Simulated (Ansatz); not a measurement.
CuI (zinc blende)

```yaml
crystal:
  lattice:
    - [0.00000, 3.01151, 3.01151]
    - [3.01151, 0.00000, 3.01151]
    - [3.01151, 3.01151, 0.00000]
  atoms:
    - { symbol: I, position: [0.75000, 0.75000, 0.75000] }
    - { symbol: Cu, position: [0.00000, 0.00000, 0.00000] }
```

Equation-of-state scan: isotropic scaling of the cell above, V₀ being its volume. Symmetry pins the atoms to their sites.

Calculation: r2SCAN (plane waves to 500 eV, PAW, scalar-relativistic; Ansatz, a first-principles code). k mesh 10×10×10 (Γ-centred), Fermi-Dirac smearing 0.05 eV. Energies are smeared free energies. Compression counts positive. CuI is run without spin polarisation. CuI was relaxed with its symmetry unable to fall. Spin-orbit coupling is left out, though I is heavy. ΔE is measured from the relaxed starting cell.

```json
[
 {"V (Å³/atom)": "24.581", "ΔE (meV/atom)": "46.2"},
 {"V (Å³/atom)": "25.264", "ΔE (meV/atom)": "24.6"},
 {"V (Å³/atom)": "25.946", "ΔE (meV/atom)": "10.3"},
 {"V (Å³/atom)": "26.629", "ΔE (meV/atom)": "2.4"},
 {"V (Å³/atom)": "27.312", "ΔE (meV/atom)": "0.0"},
 {"V (Å³/atom)": "27.995", "ΔE (meV/atom)": "withheld"},
 {"V (Å³/atom)": "28.678", "ΔE (meV/atom)": "8.5"},
 {"V (Å³/atom)": "29.360", "ΔE (meV/atom)": "18.1"},
 {"V (Å³/atom)": "30.043", "ΔE (meV/atom)": "30.7"}
]
```

### Question
Fit a third-order Birch-Murnaghan form (E₀, V₀, B₀, B₀′ free) to the given rows and predict ΔE at V = 27.995.

### Answer
Least squares on the 8 given rows: ΔE = E₀ + (9V₀B₀/16)·y²·[2 + (B₀′ − 4)y], y = (V₀/V)^(2/3) − 1, with V₀ = 27.309 Å³/atom, B₀ = 43.75 GPa (160.2 GPa = 1 eV/Å³; the term in eV is multiplied by 1000), B₀′ = 5.18, E₀ = 0.00 meV/atom; root-mean-square residual 0.03 meV/atom. At 27.995 the fit gives 2.2 meV/atom; the calculation gives 2.2 meV/atom, the same to the digits shown. For the pressure the fit gives -1.02 GPa against the computed -1.02 GPa.

(Under strain, the slope of the energy per volume gives the stress and its curvature an elastic modulus.)
